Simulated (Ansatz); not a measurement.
input.yaml (Ansatz)

```yaml
crystal:
  lattice:
    - [14.0, 0.0, 0.0]
    - [0.0, 14.4, 0.0]
    - [0.0, 0.0, 14.8]
  atoms:
    - { symbol: Ir, position: [0.5, 0.5, 0.5], spin: 5.0 }
  symmetry: { detect: false, time_reversal: true }
hamiltonian:
  xc: r2scan
  pseudopotentials:
    kind: paw
    azcp:
      Ir: "pseudopotentials/Ir.paw.azcp"
basis:
  ecutwfc: 500
  fft_grid_basis: typed
kpoints:
  mp_grid: { grid: [1, 1, 1], shift: [0, 0, 0] }
magnetization:
  spin_polarized: true
scf:
  occupations: { method: fermi_dirac, width: 0.01 }
```

and its output:

```
Warning: where an SCF of this run starts from atoms to list the orders of its open shells, Ir (site 0, from 0) starts with 3.00 μB on its 5d shell, in the place of the 5.00 μB that the deck gives it: its open shells can hold no more by Hund's first rule. To start from spheres of the given moment, type scf.initial_density.shell_occupations: []
Engine: ansatz 0.2.0, x86_64-unknown-linux-gnu
Pseudopotentials: kind: paw
Pseudopotential: Ir, paw, valence charge 17, recommended cutoff 500 eV (meta_gga) 
Functional definition: r2SCAN
  parameter k0 = 0.174
  parameter k1 = 0.065
  parameter a1 = 4.9479
  exchange = r2scan_x(k0 = k0, k1 = k1, a1 = a1)
  correlation = r2scan_c
Crystal: 1 atoms, lattice volume = 2983.680 Å³
Basis set: ecut = 500 eV, 75747 PW (Γ), exchange–correlation on 432×432×432 points (64 copies of the dense FFT grid, shifted against one another)
Bands: 15, of which v1, the nominal top of the filled ones, is band 9 counted from 1 (8 counted from 0)
Symmetry: 1 space group operations
k-points: 1
Non-local potential: Ir, projectors of the file, l = 0: 3, l = 1: 2, l = 2: 2, l = 3: 1
PAW form: soft (Blöchl's): semilocal exchange-correlation on the pseudo side does not see the compensation charge
PAW frozen core: Ir, regenerated for the run's functional (the file was generated under x = pbe(κ = 0.804, μ = 0.2195149727645171), c = pbe(β = 0.06672455060314922))
PAW one-centre angular grid: Ir, 590 points (default); XC on 160 Gauss nodes
Initial density: superposition of atomic densities (neutral atoms: chi_scale 0, normalization atom)
Starting moments: Σ|m| = 5 μB on 1 of 1 site
Initial wavefunctions: pseudopotential atomic-orbital guess
Functional: x = r2scan, c = r2scan; τ floored in thin density (d = 2e-4 eV/Å³)
iter 1 solved again at ethr=5.89e-4 eV; its pass at ethr=3.10e-3 eV (dr2=1.00e-1 eV) is discarded
SCF iter   1: F=—  HF=-11940.399699 eV  |F-HF|=—  |Δ(HF+E_count)|=         —  Δρ=1.17e-3 (↑8.04e-4 ↓1.17e-3)  dr2=1.43e-1  dr2_τ=5.23e-3  dr2_m=2.48e-3  M=3.000 μB ∫|m|=3.014 μB  β_m=1.00  ethr=5.89e-4  ⟨swp⟩=2.0  Hψ=258  notcnv=0
Mixer restart at iter 1: flushing history
eigensolver tolerance schedule calibrated: the retry pair's looser diagonalisation under-reported the residual by θ = 0.30 (0.42/decade); ethr = c·dr2/N_el runs at the constant in force after the calibration composes with the one it found (an armed cap, an earlier calibration), c = 5.7e-3
SCF iter   2: F=—  HF=-11942.078255 eV  |F-HF|=—  |Δ(HF+E_count)|=         —  Δρ=7.95e-3 (↑5.17e-4 ↓7.95e-3)  dr2=4.11e-1  dr2_τ=4.82e-2  dr2_m=4.37e-1  M=3.000 μB ∫|m|=3.076 μB  β_m=1.00  ethr=4.84e-5  ⟨swp⟩=5.5  Hψ=80  notcnv=0
spin=Collinear: Resta preconditioning applied to the charge; magnetization (m = ρ↑ − ρ↓) channel mixes plain (no charge-response kernel on spin).
...
SCF iter  11: F=—  HF=-11941.548733 eV  |F-HF|=—  |Δ(HF+E_count)|=   1.17e-5  Δρ=7.67e-6 (↑4.07e-6 ↓7.67e-6)  dr2=2.32e-6  dr2_τ=4.09e-8  dr2_m=1.97e-7  M=3.000 μB ∫|m|=3.107 μB  β_m=1.00  ethr=1.86e-10  ⟨swp⟩=6.0  Hψ=111  notcnv=0  defer=3
Mixer restart at iter 11: flushing history
SCF iter  12: F=—  HF=-11941.548725 eV  |F-HF|=—  |Δ(HF+E_count)|=   8.23e-6  Δρ=7.80e-6 (↑3.51e-6 ↓7.80e-6)  dr2=2.75e-6  dr2_τ=1.80e-8  dr2_m=1.42e-7  M=3.000 μB ∫|m|=3.107 μB  β_m=1.00  ethr=1.86e-10  ⟨swp⟩=6.0  Hψ=103  notcnv=0  defer=3  κ⁻¹=1.0e0(r=1)
SCF iter  13: F=—  HF=-11941.548719 eV  |F-HF|=—  |Δ(HF+E_count)|=   5.85e-6  Δρ=7.42e-6 (↑3.58e-6 ↓7.42e-6)  dr2=2.22e-6  dr2_τ=1.60e-8  dr2_m=1.26e-7  M=3.000 μB ∫|m|=3.107 μB  β_m=1.00  ethr=1.86e-10  ⟨swp⟩=4.0  Hψ=78  notcnv=0  defer=3  κ⁻¹=1.0e0(r=1)
SCF iter  14: F=—  HF=-11941.548951 eV  |F-HF|=—  |Δ(HF+E_count)|=   2.32e-4  Δρ=8.11e-6 (↑3.40e-6 ↓8.11e-6)  dr2=2.71e-6  dr2_τ=4.29e-8  dr2_m=2.04e-7  M=3.000 μB ∫|m|=3.107 μB  β_m=1.00  ethr=1.86e-10  ⟨swp⟩=5.5  Hψ=102  notcnv=0  defer=3  κ⁻¹=3.4e-1(r=2)
SCF iter  15: F=—  HF=-11941.548593 eV  |F-HF|=—  |Δ(HF+E_count)|=   3.58e-4  Δρ=9.58e-6 (↑4.76e-6 ↓9.58e-6)  dr2=4.34e-6  dr2_τ=8.57e-8  dr2_m=3.78e-7  M=3.000 μB ∫|m|=3.107 μB  β_m=1.00  ethr=1.86e-10  ⟨swp⟩=5.0  Hψ=107  notcnv=0  defer=3  κ⁻¹=6.9e-1(r=2)
SCF iter  16: F=—  HF=-11941.548750 eV  |F-HF|=—  |Δ(HF+E_count)|=   1.56e-4  Δρ=1.00e-5 (↑3.49e-6 ↓1.00e-5)  dr2=5.35e-6  dr2_τ=3.77e-8  dr2_m=3.04e-7  M=3.000 μB ∫|m|=3.107 μB  β_m=1.00  ethr=1.86e-10  ⟨swp⟩=5.5  Hψ=109  notcnv=0  defer=3  κ⁻¹=3.3e-3(r=4)
SCF iter  17: F=—  HF=-11941.549319 eV  |F-HF|=—  |Δ(HF+E_count)|=   5.70e-4  Δρ=1.29e-5 (↑4.34e-6 ↓1.29e-5)  dr2=9.66e-6  dr2_τ=1.42e-7  dr2_m=6.48e-7  M=3.000 μB ∫|m|=3.107 μB  β_m=1.00  ethr=1.86e-10  ⟨swp⟩=5.5  Hψ=116  notcnv=0  defer=3  κ⁻¹=4.2e-3(r=4)
SCF iter  18: F=—  HF=-11941.549439 eV  |F-HF|=—  |Δ(HF+E_count)|=   1.20e-4  Δρ=2.10e-5 (↑7.00e-6 ↓2.10e-5)  dr2=2.59e-5  dr2_τ=3.08e-7  dr2_m=1.49e-6  M=3.000 μB ∫|m|=3.107 μB  ethr=1.86e-10  ⟨swp⟩=3.0  Hψ=144  notcnv=0
Mixer restart at iter 18: flushing history
iteration 18: the SCF's residuals had fallen too slowly under its mixing. It goes on by minimising its free energy, and can end on another state than longer mixing would; under `scf.algorithm: density_mixing` no SCF does so, but by `scf.convergence.dm_fallback`
SCF iter  19: F=—  HF=-11941.548987 eV  |F-HF|=—  |Δ(HF+E_count)|=   4.52e-4  Δρ=3.11e-5 (↑3.11e-5 ↓1.39e-5)  dr2=3.02e-5  dr2_τ=2.26e-6  dr2_m=6.66e-6  M=3.000 μB ∫|m|=3.107 μB  ethr=1.86e-10  ⟨swp⟩=9.5  Hψ=366  notcnv=0
SCF iter  20: F=—  HF=-11941.575860 eV  |F-HF|=—  |Δ(HF+E_count)|=   2.69e-2  Δρ=3.59e-4 (↑3.59e-4 ↓2.23e-4)  dr2=1.16e-2  dr2_τ=5.93e-4  dr2_m=3.03e-4  M=3.000 μB ∫|m|=3.087 μB  ethr=1.86e-10  ⟨swp⟩=13.0  Hψ=302  notcnv=0
SCF iter  21: F=—  HF=-11941.597598 eV  |F-HF|=—  |Δ(HF+E_count)|=   2.17e-2  Δρ=1.01e-4 (↑8.73e-5 ↓1.01e-4)  dr2=5.41e-4  dr2_τ=3.26e-5  dr2_m=8.57e-5  M=3.000 μB ∫|m|=3.032 μB  ethr=1.86e-10  ⟨swp⟩=12.5  Hψ=307  notcnv=0
SCF iter  22: F=—  HF=-11941.598956 eV  |F-HF|=—  |Δ(HF+E_count)|=   1.36e-3  Δρ=2.66e-5 (↑1.86e-5 ↓2.66e-5)  dr2=4.30e-5  dr2_τ=3.77e-6  dr2_m=3.27e-6  M=3.000 μB ∫|m|=3.022 μB  ethr=1.86e-10  ⟨swp⟩=11.0  Hψ=240  notcnv=0
SCF iter  23: F=—  HF=-11941.598960 eV  |F-HF|=—  |Δ(HF+E_count)|=   3.48e-6  Δρ=1.20e-5 (↑4.76e-6 ↓1.20e-5)  dr2=3.34e-6  dr2_τ=3.44e-7  dr2_m=1.09e-6  M=3.000 μB ∫|m|=3.021 μB  ethr=1.86e-10  ⟨swp⟩=6.0  Hψ=185  notcnv=0
SCF iter  24: F=—  HF=-11941.598966 eV  |F-HF|=—  |Δ(HF+E_count)|=   6.44e-6  Δρ=5.64e-6 (↑5.64e-6 ↓4.19e-6)  dr2=2.61e-6  dr2_τ=9.88e-8  dr2_m=2.34e-7  M=3.000 μB ∫|m|=3.021 μB  ethr=1.86e-10  ⟨swp⟩=5.5  Hψ=173  notcnv=0
SCF iter  25: F=—  HF=-11941.598970 eV  |F-HF|=—  |Δ(HF+E_count)|=   3.62e-6  Δρ=1.87e-6 (↑9.64e-7 ↓1.87e-6)  dr2=7.92e-8  dr2_τ=1.01e-8  dr2_m=3.27e-8  M=3.000 μB ∫|m|=3.021 μB  ethr=3.38e-11  ⟨swp⟩=4.5  Hψ=167  notcnv=0
SCF iter  26: F=—  HF=-11941.598971 eV  |F-HF|=—  |Δ(HF+E_count)|=   1.52e-6  Δρ=1.35e-6 (↑1.25e-6 ↓1.35e-6)  dr2=4.24e-8  dr2_τ=3.68e-9  dr2_m=3.63e-8  M=3.000 μB ∫|m|=3.021 μB  ethr=2.68e-11  ⟨swp⟩=4.0  Hψ=160  notcnv=0
SCF iter  27: F=—  HF=-11941.598985 eV  |F-HF|=—  |Δ(HF+E_count)|=   1.33e-5  Δρ=3.69e-6 (↑3.69e-6 ↓2.56e-6)  dr2=1.03e-6  dr2_τ=2.94e-8  dr2_m=1.30e-7  M=3.000 μB ∫|m|=3.021 μB  ethr=1.43e-11  ⟨swp⟩=7.5  Hψ=204  notcnv=0
```

The run was cut off at its time limit.
